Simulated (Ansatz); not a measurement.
Input:

Starting cell, ZrPbO₃ (cubic perovskite):

```xyz
10
Lattice="8.2172 0.0000 0.0000 4.1086 4.1086 0.0000 4.1086 0.0000 4.1086" Properties=species:S:1:pos:R:3 pbc="T T T"
Zr     0.0000     0.0000     0.0000
Zr     4.1086     0.0000     0.0000
Pb    10.2715     2.0543     2.0543
Pb     6.1629     2.0543     2.0543
O      2.0543     0.0000     0.0000
O      6.1629     0.0000     0.0000
O      8.2172     2.0543     0.0000
O      4.1086     2.0543     0.0000
O      8.2172     0.0000     2.0543
O      4.1086     0.0000     2.0543
```

The atoms are displaced by Q × the pattern below (from a DFPT mode at R = (0.5, 0.5, 0.5), largest move 1; Q in Å), at fixed cell. It is one choice among 3 degenerate patterns. (q is in reciprocal vectors of the primitive cell; the cell shown is doubled to hold the pattern.)

| atom | x | y | z |
|---|---|---|---|
| O7 | 0.000 | 0.000 | 1.000 |
| O8 | 0.000 | 0.000 | -1.000 |
| O9 | 0.000 | -1.000 | 0.000 |
| O10 | 0.000 | 1.000 | 0.000 |

Atoms not listed stay in place.

Calculation: LDA (plane waves to 420 eV, PAW, scalar-relativistic; Ansatz, a quantum-chemistry and plane-wave program). k mesh 8×8×8 (Γ-centred), Fermi-Dirac smearing 0.05 eV. E stands for the smeared free energy. Spin-orbit coupling is left out, though Pb is heavy. This is a high-temperature form of ZrPbO3. ZrPbO3 is run without spin polarisation. ZrPbO3 was relaxed with its symmetry unable to fall. The zero of ΔE is the undisplaced structure.

The scan covers Q from -0.660 to 0.660 Å in 13 points.

Question: Which space group does the distorted structure have?

Answer: I4/mcm (No. 140), lowered from Pm-3m.

Question: Is this a single well or a double well?

Answer: A double well: the undisplaced structure is a maximum between two minima.

Question: By a smooth curve through the points, how far does the most displaced atom move to reach the deepest minimum?

Answer: 0.44 Å from zero.

Question: What is the energy change at Q = 0.660 Å?

Answer: 89 meV/cell.

Question: By a smooth curve, how deep is the well, measured from the undisplaced structure?

Answer: 385 meV/cell, cell held fixed.

(For displaced atoms, the force is minus the slope of the energy, and its curvature is a force constant, which sets phonon frequencies.)
